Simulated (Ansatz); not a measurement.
NiO (rock salt)

```xyz
2
Lattice="0.0000 2.1087 2.1087 2.1087 0.0000 2.1087 2.1087 2.1087 0.0000" Properties=species:S:1:pos:R:3 pbc="T T T"
O      0.0000     0.0000     0.0000
Ni     2.1087     2.1087     2.1087
```

The slice is a {100} plane (indices of the conventional cell) through the point (0.000, 0.000, 0.000) (fractional), spanned by u = [100] and v = [0 1 -1] in vectors of this cell: u (2.98 Å) and v (2.98 Å, at 90° to u). It covers one period; positions are fractions (u, v).

Computed with PBE (plane waves to 420 eV, PAW, scalar-relativistic; Ansatz, a first-principles code). k mesh 19×19×19. Inside the PAW spheres the values are not all-electron values, and peaks at nuclei hang on which shells count as valence. NiO is run spin-polarised and with no Hubbard U; the real compound is an antiferromagnetic insulator, a state that this run doesn't describe. NiO was relaxed with its symmetry unable to fall. Relaxed NiO ends ferromagnetic. The PAW data are Ansatz's earlier set. The magnetic order is the one the run started from; other orders were not tried.

Q: What is the valence density on the shortest O–Ni line in this plane (2.11 Å), at its minimum between the atoms?

A: 0.43 e/Å³.

Q: What is the ELF at the density minimum of the shortest O–Ni line in this plane (2.11 Å)?

A: 0.1.

Q: Sketch the ELF of the up spins on this plane as a map.

A: 
```tsv
v \ u	0.00	0.10	0.20	0.30	0.40	0.50	0.60	0.70	0.80	0.90
0.90	x	0.76	0.80	0.42	0.11	0.08	0.11	0.42	0.80	0.76
0.75	0.76	0.68	0.25	0.10	0.18	0.22	0.18	0.10	0.25	0.68
0.60	0.15	0.11	0.12	0.26	0.65	x	0.65	0.26	0.12	0.11
0.45	0.09	0.09	0.15	0.31	x	x	x	0.31	0.15	0.09
0.30	0.58	0.42	0.12	0.14	0.26	0.33	0.26	0.14	0.12	0.42
0.15	0.77	0.81	0.74	0.23	0.09	0.11	0.09	0.23	0.74	0.81
0.00	x	x	0.81	0.58	0.15	0.07	0.15	0.58	0.81	x
```

Values: ELF of the up spins. Points within 0.4 Å of a nucleus are blanked (x), as the pseudised field means little there.
